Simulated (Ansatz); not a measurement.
How much do the gradients of Bi2S3 depend on the method?

Cell: an entry of the Crystallography Open Database (COD) (listed for 2.4 GPa) whose atoms were relaxed with PBE, the cell held.

Space group Pnma (No. 62); a = 10.9870, b = 3.9353, c = 10.9030 Å.

| site | Wyckoff | site symmetry | x | y | z |
| --- | --- | --- | --- | --- | --- |
| Bi1 | 4c | .m. | 0.0020 | 0.2500 | 0.6758 |
| Bi5 | 4c | .m. | 0.3302 | 0.2500 | 0.4696 |
| S9 | 4c | .m. | 0.0507 | 0.2500 | 0.1295 |
| S13 | 4c | .m. | 0.3768 | 0.2500 | 0.0574 |
| S17 | 4c | .m. | 0.2204 | 0.2500 | 0.8030 |

One atom of each set is listed.

First run. All values are calculated (Ansatz; DFT, PBE, plane waves and PAW, scalar-relativistic, 420 eV cutoff, Γ-centred 3×7×3 k-points, Fermi–Dirac smearing 0.02 eV), not measured.

```
site  V_zz (10²¹ V/m²)     η
 Bi1              1.77  0.50
 Bi5            -14.00  0.11
  S9             -3.01  0.76
 S13             -7.01  0.02
 S17             -1.42  0.57
```

Second run. The same atoms and settings, except that the functional is r2SCAN and the cutoff is 500 eV.

Question: Given the first result, estimate the second.

Answer: 

```
site    V_zz     η  change of V_zz
 Bi1    2.31  0.34           +0.54
 Bi5  -16.04  0.10           -2.04
  S9   -3.11  0.88           -0.10
 S13   -7.06  0.00           -0.05
 S17   -1.58  0.79           -0.16
```

The largest change of V_zz is on Bi5, from -14.00 to -16.04. In per cent, |V_zz| changes by +15 to +31 on Bi, +1 to +11 on S (all sites that start above 0.5). Where |V_zz| stays above 0.1, η moves most on S17, from 0.57 to 0.79.

For the first run: At this cell the principal stresses reach 5 GPa in size with PBE, which can matter for small gradients. Spin–orbit coupling is left out, which shifts gradients on Bi by a few per cent in wide-gap crystals, and can shift them far more where the calculated gap is small or absent, as here.
For the second run: Spin–orbit coupling is left out, which shifts gradients on Bi by a few per cent, and by more where contributions nearly cancel.
